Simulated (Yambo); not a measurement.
Yambo run on LiNbO₃ (centrosymmetric, paraelectric, space group R-3c, No. 167). The wavefunctions are PBEsol (pw.x of Quantum ESPRESSO, ONCV potentials, no spin-orbit coupling) ones on a 2×2×2 mesh (34 occupied bands); a = b = c = 5.5437 Å, α = β = γ = 56.75°.

Yambo input:

```
rim_cut
gw0
dyson
el_el_corr
HF_and_locXC
ppa
em1d
RandQpts= 1000000
RandGvec= 1 Ry
EXXRLvcs= 84 Ry
VXCRLvcs= 336 Ry
Chimod= "HARTREE"
% BndsRnXp
 5 | 174 |
%
NGsBlkXp= 3 Ry
% LongDrXp
 1.0 | 1.0 | 1.0 |
%
PPAPntXp= 27.2114 eV
% GbndRnge
 1 | 174 |
%
GTermKind= "BG"
DysSolver= "n"
ExtendOut
% QPkrange
 1 | 1 | 34 | 35 |
 3 | 3 | 35 | 35 |
%
```

k points by index: 1 = Γ, 3 = F.

The o-*.qp file then holds:

```
#    K-point    Band    Eo [eV]    E [eV]    E-Eo [eV]    Vxc [eV]    Vnlxc [eV]    Sc|Eo [eV]    Sc|E [eV]    dSc/dw|Eo [eV]    Re(Z)    Im(Z)
#
    1    34    0.000000    -0.232407    -0.232407    -20.03234    -24.99371    4.663694    4.728958    -7.636852    0.780851    -0.001399
    1    35    2.496233    3.678102    1.181869    -16.37336    -10.35704    -4.558182    -4.834449    -6.360058    0.810550    -0.001275
    3    35    2.449265    3.635988    1.186723    -16.34277    -10.29853    -4.580510    -4.857513    -6.350926    0.810770    -0.001284
```
(The two width columns are left out.) Convergence of these settings isn't established.

Geometry of the Materials Project entry, not relaxed at this level.

This is not the ordinary phase of the substance.
